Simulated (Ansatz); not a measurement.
TiO₂ (anatase)

```xyz
6
Lattice="-1.8994 1.8994 4.8504 1.8994 -1.8994 4.8504 1.8994 1.8994 -4.8504" Properties=species:S:1:pos:R:3 pbc="T T T"
Ti     0.0000     0.0000     4.8504
Ti     1.8994     0.0000     2.4252
O      0.0000     0.0000     2.8476
O      1.8994     0.0000     0.4224
O      1.8994     0.0000     4.4280
O      0.0000     0.0000     6.8532
```

The slice is a (1 0 -1) plane (indices of the conventional cell) through the point (0.293, 0.293, 0.000) (fractional), spanned by u = [101] and v = [121] in vectors of this cell: u (3.80 Å) and v (10.42 Å, at 90° to u). It covers one period; positions are fractions (u, v).

All values below come from PBE (plane waves to 420 eV, PAW, scalar-relativistic; Ansatz, an electronic-structure program). k mesh 12×12×12. Inside the PAW spheres the values are not all-electron values, and peaks at nuclei hang on which shells count as valence. TiO2 is run without spin polarisation. TiO2 was relaxed with its symmetry unable to fall.

Task: Sketch the electrostatic potential energy of an electron, from the cell's mean on this plane as a map.

Result: 
```
|xxxx**@@@@@@@@@@**xx|
|xx++%%@@@@@@@@@@%%++|
|**##%%%%@@@@@@%%%%##|
|####%%%%%%%%%%%%%%##|
|%%%%%%##########%%%%|
|%%%%##**==--==**##%%|
|####**::      ::**##|
|****++          ++**|
|####==    xx    ==##|
|%%##==          ==##|
|%%%%**::      ::**%%|
|@@%%##++::xx::++##%%|
|@@@@%%++xxxxxx++%%@@|
|@@@@@@xxxxxxxxxx@@@@|
|@@@@@@**xxxxxx**@@@@|
|@@@@@@%%++xx++%%@@@@|
|@@@@%%%%##**##%%%%@@|
|%%%%%%%%######%%%%%%|
|######%%%%%%%%%%####|
|--==**##%%%%%%##**==|
|    ::**######**::  |
|      ++******++    |
|xx    ==######==    |
|      ==##%%##==    |
|    ::**%%%%%%**::  |
|xx::++##%%@@%%##++::|
|xxxx++%%@@@@@@%%++xx|
|xxxxxx@@@@@@@@@@xxxx|
```
Scale: ten equal steps from 1.00 (start of ' ') to 9.81 (end of '@'), in the order ' .:-=+*#%@'. Values: electrostatic potential energy of an electron, from the cell's mean, in eV. The map has 10 points along u (two characters each, u = 0 at the left) and 28 along v (v = 0 in the bottom row). Points within 0.8 Å of a nucleus are blanked (x), as the pseudised field means little there. Values under 1 eV are set to 1. The zero, the cell's mean, hangs on the PAW cores.
